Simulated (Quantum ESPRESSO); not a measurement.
Band energies of GaN

```xyz
4
Lattice="3.1838 0.0000 0.0000 -1.5919 2.7572 0.0000 0.0000 0.0000 5.1867" Properties=species:S:1:pos:R:3 pbc="T T T"
N      1.5919     0.9191     4.5426
N      0.0000     1.8382     1.9493
Ga     1.5919     0.9191     2.5891
Ga     0.0000     1.8382     5.1825
```

PBEsol (pw.x of Quantum ESPRESSO, ONCV potentials, scalar-relativistic); path ΓMKΓALHA,LM,KH; energies in eV from the valence-band maximum.

```
k (1/Å)  point  band 14  band 15  band 16  band 17  band 18  band 19  band 20  band 21
-------  -----  -------  -------  -------  -------  -------  -------  -------  -------
0.00         Γ    -1.04    -1.04    -0.04     0.00     0.00     1.91     4.23     9.12
0.34              -2.49    -1.50    -1.48    -0.27    -0.20     3.24     5.35     8.28
0.68              -4.69    -3.54    -2.26    -1.04    -0.66     4.64     5.79     6.90
1.03              -5.23    -4.35    -2.74    -2.11    -0.98     4.97     5.54     6.02
1.14         M    -5.33    -4.25    -2.77    -2.24    -1.01     4.97     5.53     5.97
1.36              -5.28    -4.20    -3.27    -2.31    -1.48     5.70     5.76     6.12
1.69              -5.25    -5.07    -3.32    -2.76    -2.64     5.10     7.51     7.88
1.80         K    -5.38    -5.36    -3.02    -3.02    -2.76     5.03     7.80     7.80
2.02              -5.41    -4.51    -3.76    -2.44    -2.31     5.31     7.14     7.93
2.46              -4.10    -3.70    -2.43    -1.04    -0.91     4.91     6.85     7.20
2.78              -2.32    -1.75    -1.18    -0.25    -0.24     3.19     5.34     8.59
3.11         Γ    -1.04    -1.04    -0.04     0.00     0.00     1.91     4.23     9.12
3.48              -2.00    -0.84    -0.84    -0.22    -0.22     3.40     4.36     8.60
3.72         A    -3.87    -0.54    -0.54    -0.54    -0.54     4.23     4.23     8.40
3.82              -3.88    -0.66    -0.66    -0.57    -0.57     4.34     4.34     8.32
4.13              -4.09    -1.78    -1.78    -1.00    -1.00     5.19     5.19     7.62
4.55              -5.84    -2.07    -2.07    -1.75    -1.75     4.66     4.66     7.78
4.86         L    -6.67    -1.96    -1.96    -1.91    -1.91     4.33     4.33     7.72
5.19              -6.46    -3.24    -3.24    -1.61    -1.61     5.29     5.29     8.05
5.52         H    -6.22    -4.26    -4.26    -1.49    -1.49     6.37     6.37     7.22
5.78              -6.11    -3.69    -3.69    -1.60    -1.60     5.89     5.89     7.82
6.04              -5.38    -2.61    -2.61    -1.85    -1.85     5.64     5.64     7.85
6.39              -4.13    -1.80    -1.80    -1.17    -1.17     5.35     5.35     7.56
6.66              -3.88    -0.87    -0.87    -0.64    -0.64     4.52     4.52     8.17
6.83         A    -3.87    -0.54    -0.54    -0.54    -0.54     4.23     4.23     8.40
6.83         L    -6.67    -1.96    -1.96    -1.91    -1.91     4.33     4.33     7.72
7.13              -5.93    -3.33    -2.55    -1.71    -1.31     4.24     5.01     7.51
7.44         M    -5.33    -4.25    -2.77    -2.24    -1.01     4.97     5.53     5.97
7.44         K    -5.38    -5.36    -3.02    -3.02    -2.76     5.03     7.80     7.80
7.64              -5.66    -5.23    -3.01    -2.59    -2.59     5.39     7.50     7.50
8.04         H    -6.22    -4.26    -4.26    -1.49    -1.49     6.37     6.37     7.22
```

The PBEsol gap is direct, 1.91 eV at Γ.

Spin-orbit splittings are left out.

Geometry relaxed with PBEsol.
